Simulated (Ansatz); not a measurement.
Here is the system:

CuI:
Space group P-6m2 (No. 187); a = 3.8417 Å, b = 3.8417 Å, c = 3.5888 Å, α = 90.00°, β = 90.00°, γ = 120.00°

```csv
atom,site,symmetry,x,y,z
Cu,1a,-6m2,0.0000,0.0000,0.0000
I,1f,-6m2,0.6667,0.3333,0.5000
```

This is the PBEsol-relaxed structure.

Problem. All from PBEsol (plane waves, PAW; program Ansatz), unless another level is named. Estimate the electronic character.

Solution. metallic (no gap).

Problem. What about the formation energy from the elements (no fitted shifts)?

Solution. 0.29 eV/atom.

Problem. And the density of states at the Fermi level?

Solution. 0.34 states/eV per atom (mean over ±0.08 eV).

The cell is a constructed one: a structure type filled with these elements; neither database checked (COD, Materials Project) lists it. It is not the phase usual at ambient conditions (space group No. 216). Symmetry was held in the PBEsol relaxation. At this level the phase is mechanically unstable. No spin polarisation was allowed. The references are the lowest solids computed at this level, not always the standard phases. Spin–orbit coupling is left out wherever it is not named.

Potentials: the later of the program's two PAW sets.
